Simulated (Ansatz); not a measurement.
SrCl$_{2}$:
```xyz
3
Lattice="0.0000 3.4975 3.4975 3.4975 0.0000 3.4975 3.4975 3.4975 0.0000" Properties=species:S:1:pos:R:3 pbc="T T T"
Sr     0.0000     0.0000     0.0000
Cl     1.7487     1.7487     1.7487
Cl     5.2462     5.2462     5.2462
```

Relaxed with r²SCAN.

Question: Map the electron localisation function on the plane through (0.000, 0.000, 0.000) spanned by u = [1, 0, 0] and v = [-1, 1, 1] in lattice vectors, from plane-wave PAW r²SCAN (Ansatz code).

Answer: x is the fraction of u, y of v (the angle between them is 90°; rows are the nearest grid lines); atoms in the plane: Sr at (0.00, 0.00), Cl at (0.50, 0.25), Cl at (0.50, 0.75).
```
|00699830000000000003899600|
|67999610024555542001699976|
|99998300267888876300389999|
|88741015899999999851014788|
|54200048999999999984000245|
|00000479999633699997400000|
|00001589998522589998510000|
|00001478999988999987410000|
|00001468999999999986410000|
|00000135788999988753100000|
|00000013456777765431000000|
|00000000000000000000000000|
|00000000000000000000000000|
|00000013456777765431000000|
|00000135788999988753100000|
|00001468999999999986410000|
|00001478999988999987410000|
|00001589998522589998510000|
|00000479999633699997400000|
|54200048999999999984000245|
|88741015899999999851014788|
|99998300367888876200389999|
|67999610024555542001699976|
|00699830000000000003899600|
```
Scale: ten equal steps from 0.001 (start of '0') to 0.882 (end of '9'), in the order '0123456789'; x runs from 0.000 to 1.00, y from 0.000 (bottom) to 1.00 (top).

The density is the valence pseudo-density with augmentation charge, so density and ELF within about 1 Å of a nucleus are not all-electron values.

Space group Fm-3m (fluorite). The r²SCAN relaxation kept the symmetry of its start; phonons on a q-mesh show no instability.

Potentials: the later of the program's two PAW sets.
